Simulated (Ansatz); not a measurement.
Relaxed KBr (rock salt):

```
CELL_PARAMETERS angstrom
      0.00000     3.35261     3.35261
      3.35261     0.00000     3.35261
      3.35261     3.35261     0.00000
ATOMIC_POSITIONS crystal
  Br 0.00000 0.00000 0.00000
  K  0.50000 0.50000 0.50000
```

The numbers are results of PBE (plane waves to 420 eV, PAW, scalar-relativistic; Ansatz, a quantum-chemistry and plane-wave program), not measurements. k mesh 7×7×7 (Γ-centred), Fermi-Dirac smearing 0.05 eV. KBr was relaxed with its symmetry unable to fall.

One atom of the cell was then moved (with its periodic images), all else fixed, and the forces (eV/Å) came out as:

| atom | Fx | Fy | Fz |
|---|---|---|---|
| Br1 | 0.225 | 0.225 | 0.225 |
| K2 | -0.225 | -0.225 | -0.225 |

With two atoms only their relative shift counts; take K2 as fixed.

**Question.** Which atom was moved, and by which vector (Å)?

**Answer.** Br1, by (-0.23, -0.23, -0.23), 0.40 Å in all.

(For displaced atoms, the force is minus the slope of the energy, and its curvature is a force constant, which sets phonon frequencies.)
